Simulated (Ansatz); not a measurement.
Au (bcc type) under strong compression

```
Au
1.0
    -1.60793    1.60793    1.60793
     1.60793   -1.60793    1.60793
     1.60793    1.60793   -1.60793
Au
1
Direct
  0.00000 0.00000 0.00000
```

The cell comes from a relaxation on PAW files under the same functional, begun from a prototype that needn't be the stable phase.

Its volume is scaled at fixed shape and fractional positions.

Computed with Ansatz 0.2.0; functional LDA, scalar-relativistic. Settings: a Γ-centred 17×17×17 k mesh, Fermi–Dirac smearing of 0.1 eV, no spin polarisation. Methods: LAPW: all electrons, basis error target 1 meV/atom; PAW: frozen-core files, cutoff 420 eV; crystal datasets: all electrons, by PAW datasets that the program makes for each cell; norm-conserving: pseudopotentials, cutoff 1034 eV; PAW (cutoff 300 eV): frozen-core files, cutoff 300 eV.

Energies are extrapolated to zero smearing and count from the unscaled cell; pressure is positive in compression; gaps take the mesh and a band path. No temperature or zero-point motion is included.

Spin–orbit coupling is left out, which matters for the heavy atoms. The PAW files were made under PBE. The structure type is held throughout; the real material can change phase at far lower pressure.

```json
{"V/V0": "1.00", "V (Å³/atom)": "16.63", "P LAPW (GPa)": "-0.01", "ΔE LAPW (eV/atom)": "0.000", "P PAW − LAPW (GPa)": "0.00", "ΔE PAW − LAPW (meV/atom)": "0.0"}
{"V/V0": "0.95", "V (Å³/atom)": "15.80", "P LAPW (GPa)": "11.32", "ΔE LAPW (eV/atom)": "0.028", "P PAW − LAPW (GPa)": "0.00", "ΔE PAW − LAPW (meV/atom)": "0.0"}
{"V/V0": "0.85", "V (Å³/atom)": "14.13", "P LAPW (GPa)": "49.1", "ΔE LAPW (eV/atom)": "?", "P PAW − LAPW (GPa)": "-0.01", "ΔE PAW − LAPW (meV/atom)": "0.0"}
{"V/V0": "0.75", "V (Å³/atom)": "12.47", "P LAPW (GPa)": "122.2", "ΔE LAPW (eV/atom)": "1.166", "P PAW − LAPW (GPa)": "-0.02", "ΔE PAW − LAPW (meV/atom)": "-0.1"}
{"V/V0": "0.65", "V (Å³/atom)": "10.81", "P LAPW (GPa)": "267.4", "ΔE LAPW (eV/atom)": "3.100", "P PAW − LAPW (GPa)": "0.00", "ΔE PAW − LAPW (meV/atom)": "-0.3"}
{"V/V0": "0.55", "V (Å³/atom)": "9.15", "P LAPW (GPa)": "569.8", "ΔE LAPW (eV/atom)": "7.246", "P PAW − LAPW (GPa)": "0.11", "ΔE PAW − LAPW (meV/atom)": "0.3"}
{"V/V0": "0.45", "V (Å³/atom)": "7.48", "P LAPW (GPa)": "?", "ΔE LAPW (eV/atom)": "16.198", "P PAW − LAPW (GPa)": "-0.24", "ΔE PAW − LAPW (meV/atom)": "0.7"}
{"V/V0": "0.40", "V (Å³/atom)": "6.65", "P LAPW (GPa)": "1908", "ΔE LAPW (eV/atom)": "24.261", "P PAW − LAPW (GPa)": "-1.89", "ΔE PAW − LAPW (meV/atom)": "-3.8"}
```

**Question.** Give the missing entry: row "0.85", column "ΔE LAPW (eV/atom)".

**Answer.** 0.319.

**Question.** What belongs in the row "0.45", column "P LAPW (GPa)"?

**Answer.** 1252.

**Question.** Fit the Vinet equation to the LAPW pressures over the whole range, with residuals weighted by 1/(|P| + 0.03·Pmax).

**Answer.** V0 = 16.64 Å³/atom, B0 = 185 GPa and B0′ = 5.94, and the fit misses no point by more than 8.4 GPa. A fit over so wide a range pins B0 less well than one near rest.

**Question.** From the table, what is the rise of the enthalpy H = E + pV up to the last row, and how stiff is the crystal between the last two rows?

**Answer.** ΔH = 24.261 eV + (1908 GPa × 6.65 Å³ + 0.01 GPa × 16.63 Å³) × 0.006242 eV/(GPa·Å³) = 103.48 eV/atom, of which pV makes 77 %. The mean bulk modulus there is −ΔP/Δln V = 5570 GPa.

**Question.** At the smallest volume, how far do crystal datasets and norm-conserving and PAW (cutoff 300 eV) lie from LAPW in pressure?

**Answer.** crystal datasets: -0.01 GPa; norm-conserving: -2.72 GPa; PAW (cutoff 300 eV): -0.07 GPa, on a LAPW pressure of 1908 GPa.

**Question.** How do the Löwdin populations by LAPW change from the unscaled cell to the last row?

**Answer.** Au 5s 1.99 → 1.94 electrons an atom. These are projections on the shells that the free atoms fill; 0.17 e a cell lies outside them at the start and 0.24 e at the end.
